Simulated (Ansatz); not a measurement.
TaAs (CsCl type, Pm-3m), DFT-PBEsol in the program Ansatz with PAW potentials, all energies at zero smearing, with the estimated change up to a 700 eV cutoff added, with one set of potentials and settings (totals compare only within such a set). Cell of 2 atoms (1 Ta, 1 As): -14621.140 eV.

```csv
element,reference phase,E (eV/atom)
Ta,"Im-3m, 1 atoms in the cell",-9807.4091
As,"R-3m, 2 atoms in the cell",-4813.0298
```

Formation energy per atom, worked out: (-14621.140 − 1×(-9807.4091) − 1×(-4813.0298))/2 = -0.351 eV/atom (-34 kJ per mol of atoms), at 0 K, without zero-point energy or fitted corrections.

The cell is a constructed one: a structure type filled with these elements; neither database checked (COD, Materials Project) lists it. It is not the phase usual at ambient conditions (space group No. 109). The PBEsol relaxation kept the symmetry of its start; whether a distortion lowers the energy is not shown. No spin polarisation was allowed. The references are the lowest solids computed at this level, not always the standard phases. Spin–orbit coupling is left out wherever it is not named.

Potentials: the earlier of the program's two PAW sets. The files were generated under PBE; for other functionals the program regenerates the frozen cores, and for LDA and PBEsol the local potential too.
